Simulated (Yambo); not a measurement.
Yambo run on WO₃ (ReO3 type, space group Pm-3m, No. 221). The wavefunctions are norm-conserving LDA (Quantum ESPRESSO, 84 Ry, without SOC) ones on a 4×4×4 mesh (16 occupied bands); a = b = c = 3.7688 Å, α = β = γ = 90.00°.

Yambo input:

```
rim_cut
gw0
dyson
el_el_corr
HF_and_locXC
ppa
em1d
RandQpts= 1000000
RandGvec= 1 Ry
EXXRLvcs= 20 Ry
VXCRLvcs= 336 Ry
Chimod= "HARTREE"
% BndsRnXp
 2 | 129 |
%
NGsBlkXp= 10 Ry
% LongDrXp
 1.0 | 1.0 | 1.0 |
%
PPAPntXp= 27.2114 eV
% GbndRnge
 1 | 129 |
%
GTermKind= "BG"
DysSolver= "n"
ExtendOut
% QPkrange
 1 | 1 | 16 | 17 |
 10 | 10 | 16 | 16 |
%
```

k points by index: 1 = Γ, 10 = R.

Resulting energies as the program prints them:

```
#    K-point    Band    Eo [eV]    E [eV]    E-Eo [eV]    Vxc [eV]    Vnlxc [eV]    Sc|Eo [eV]    Sc|E [eV]    dSc/dw|Eo [eV]    Re(Z)    Im(Z)
#
    1    16    -1.074765    -1.026899    0.047867    -20.45830    -24.95463    4.559336    4.544195    -8.634976    0.759108    -0.001691
    1    17    0.582488    1.513972    0.931484    -16.61076    -11.38743    -4.070257    -4.291854    -6.472921    0.807834    -0.001064
    10    16    0.000000    0.153712    0.153712    -20.37062    -24.92054    4.755019    4.703625    -9.106305    0.749257    -0.001548
```
(The two width columns are left out.) Convergence of these settings isn't established.

Geometry relaxed with LDA.

The structure is a Materials Project entry; no match was found in the copy of COD used, and its stability was not checked.
